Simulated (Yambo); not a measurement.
Yambo run on a free-standing CaI2 monolayer (symmetry P-3m1, slab cell 16.5 Å high). The wavefunctions are PBEsol (pw.x of Quantum ESPRESSO, ONCV potentials, with spin-orbit coupling) ones on a 6×6×1 mesh (24 occupied bands); a = b = 4.4357 Å, c = 16.5000 Å, α = β = 90.00°, γ = 120.00°.

Yambo input:

```
rim_cut
gw0
dyson
el_el_corr
HF_and_locXC
ppa
em1d
rim_w
RandQpts= 1000000
RandGvec= 2 Ry
CUTGeo= "slab z"
EXXRLvcs= 70 Ry
VXCRLvcs= 280 Ry
Chimod= "HARTREE"
% BndsRnXp
 1 | 104 |
%
NGsBlkXp= 5 Ry
% LongDrXp
 1.0 | 1.0 | 0.0 |
%
RandGvecW= 711 mRy
PPAPntXp= 27.2114 eV
% GbndRnge
 1 | 104 |
%
GTermKind= "BG"
DysSolver= "n"
ExtendOut
% QPkrange
 1 | 1 | 24 | 24 |
 3 | 3 | 24 | 25 |
 4 | 4 | 25 | 25 |
%
```

k points by index: 1 = Γ, 3 = (0, 0.333), 4 = M.

The o-*.qp file then holds:

```
#    K-point    Band    Eo [eV]    E [eV]    E-Eo [eV]    Vxc [eV]    Vnlxc [eV]    Sc|Eo [eV]    Sc|E [eV]    dSc/dw|Eo [eV]    Re(Z)    Im(Z)
#
    1    24    0.000000    -1.129885    -1.129885    -11.37521    -14.10835    1.367002    1.603264    -5.689195    0.827075    -0.001756
    3    24    -0.532958    -1.748107    -1.215149    -11.01537    -13.94085    1.447883    1.710338    -5.876507    0.822393    -0.001717
    3    25    3.558145    5.473038    1.914893    -10.72553    -5.437160    -2.990711    -3.373478    -5.438712    0.833421    -0.001605
    4    25    3.394659    5.261849    1.867190    -10.55137    -5.406423    -2.907369    -3.277758    -5.397287    0.834480    -0.001593
```
(The two width columns are left out.) Convergence of these settings isn't established.

Geometry relaxed with PBEsol.

This is a model layer cut from the bulk structure; whether it is stable on its own was not checked.
